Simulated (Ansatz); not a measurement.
# How much do the gradients of CaIn2As2 depend on the method?

Cell: an entry of the Crystallography Open Database (COD) whose atoms were relaxed with PBE, the cell held.

Space group P6_3/mmc (No. 194); a = 4.1482, c = 17.7260 Å, γ = 120.00°.

```
site  Wyckoff  site symmetry       x       y       z
  Ca       2a           -3m.  0.0000  0.0000  0.0000
  In       4f            3m.  0.3333  0.6667  0.1713
  As       4f            3m.  0.3333  0.6667  0.6013
```

One atom of each set is listed.

First run. Computed with Ansatz: DFT, PBE, plane waves and PAW, scalar-relativistic, 420 eV cutoff, Γ-centred 9×9×2 k-points, Fermi–Dirac smearing 0.05 eV.

```tsv
site	V_zz (10²¹ V/m²)	η
Ca	0.47	0.00
In	-9.18	0.00
As	-4.42	0.00
```

Second run. The same atoms and settings, except that spin–orbit coupling is included (fully relativistic PAW files).

Question: Given the first result, estimate the second.

Answer: 

```json
{"site": "Ca", "V_zz": "0.47", "η": "0.00", "change of V_zz": "0.00"}
{"site": "In", "V_zz": "-9.19", "η": "0.00", "change of V_zz": "-0.01"}
{"site": "As", "V_zz": "-4.44", "η": "0.00", "change of V_zz": "-0.02"}
```

No V_zz moves by more than 0.03.

The run finds no gap above 0.1 eV (a metal, or nearly one), so the gradients can move by 10 % or more with the k-mesh.
